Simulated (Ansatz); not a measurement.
## Two states of Ba$_{3}$Cr$_{2}$O$_{8}$

```
Ba Cr O
1.0
     6.07179   -0.34385   -0.37346
    -0.18682    6.05302   -0.12338
     0.53600    1.16906    5.59624
Ba Cr O
3 2 8
Direct
  0.22007 0.99024 0.89506
  0.88176 0.01346 0.40052
  0.88881 0.46694 0.91287
  0.61971 0.54689 0.45606
  0.71085 0.92617 0.92227
  0.25243 0.36454 0.14036
  0.45638 0.10990 0.47589
  0.47917 0.82627 0.58317
  0.01187 0.54220 0.45786
  0.49868 0.62982 0.84001
  0.46788 0.67451 0.12729
  0.63706 0.21761 0.66726
  0.23631 0.38568 0.43880
```

Single point in Ansatz 0.2.0 with PBE. Cutoff 420 eV, PAW datasets, 3×3×3 (shifted by 0, 0.5, 0 steps) k mesh, fermi-dirac filling (width 0.1 eV).

State A: Cr4 up, Cr5 up (collinear spin). State B: Cr4 down, Cr5 up (collinear spin).

**Question.** Which state is lower, and how do they differ?

**Answer.** State B is lower by 2.1 meV an atom at zero smearing. So small a gap isn't resolved on this mesh where a state is a metal.

```tsv
state	free energy (meV/atom)	largest moment in a small sphere (μB)	net moment (μB/cell)	gap on mesh (eV)	pressure (GPa)	largest force (eV/Å)
A	2.0	2.99	7.15	metal	3.7	4.74
B	0.0	2.95	0.01	metal	3.3	4.63
```

Origin: a disordered cell, so it need not be a known compound. Caveats: semilocal functionals often miss the gap of such magnets; the k mesh is coarse if the cell is a metal; atoms or cell far from equilibrium.
